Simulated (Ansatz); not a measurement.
According to plane-wave PAW PBE (Ansatz code), GaAs in the rock salt structure (Fm-3m) relaxes to a = 5.393 Å. As has 6 nearest neighbours from 2.70 Å (octahedral); Ga has 6 nearest neighbours from 2.70 Å (octahedral). Its formation energy from the elements is -0.023 eV/atom, with no fitted shifts.

Electronic character: metallic (no gap). Gap from PBE with spin–orbit coupling: none (metallic).

An equation-of-state fit gives a bulk modulus of 702 kbar.

The start of the workflow was typed in or built on a structure type; neither database checked (COD, Materials Project) lists it. It is not the phase usual at ambient conditions (space group No. 216). Symmetry was held in the PBE relaxation; whether a distortion lowers the energy is not shown. The volume moved by 18 % from the start of the relaxation. The references are the lowest solids computed at this level, not always the standard phases. Spin–orbit coupling is left out wherever it is not named.

Potentials: the earlier of the program's two PAW sets.
